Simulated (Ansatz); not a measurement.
## Energy and pressure of MoSe against volume, without spin

Method: DFT PBE+U, scalar-relativistic, plane waves, PAW in Ansatz.

```yaml
crystal:
  lattice:
    - [3.53335, 0.00000, 0.00000]
    - [0.00000, 3.53335, 0.00000]
    - [0.00000, 0.00000, 3.53335]
  atoms:
    - { symbol: Mo, position: [0.00000, 0.00000, 0.00000] }
    - { symbol: Se, position: [0.50000, 0.50000, 0.50000] }
```

```json
{
  "plane-wave cutoff": "420 eV",
  "Γ-centred k-mesh": "12×12×12",
  "occupation rule": "Gaussian smearing, 0.1 eV",
  "U_eff on Löwdin-orthogonalised atomic d orbitals": "Mo 4.38 eV",
  "spin treatment": "unpolarised"
}
```

The cell is scaled evenly at fixed fractional positions, V₀ being the volume of the cell shown; start: no spin polarisation. Energies are extrapolated to zero smearing. A spin-polarised state can lie lower, at larger volumes above all.

```csv
V/V₀,E above lowest (meV/atom),P (GPa)
0.800,4.3,3.9
0.860,0.0,-2.5
0.920,?,?
0.960,86.2,-9.3
1.000,142.5,-11.0
1.040,207.1,-12.4
1.100,315.3,-13.7
1.180,?,?
```

Fill in the withheld rows.

The withheld rows:

```
 V/V₀  E above lowest (meV/atom) P (GPa)
0.920                       40.8     -7.1
1.180                      473.1    -14.8
```

Cost: 8 runs of about 4.5 core-minutes in all, on Arm Neoverse V1 (shared hosts).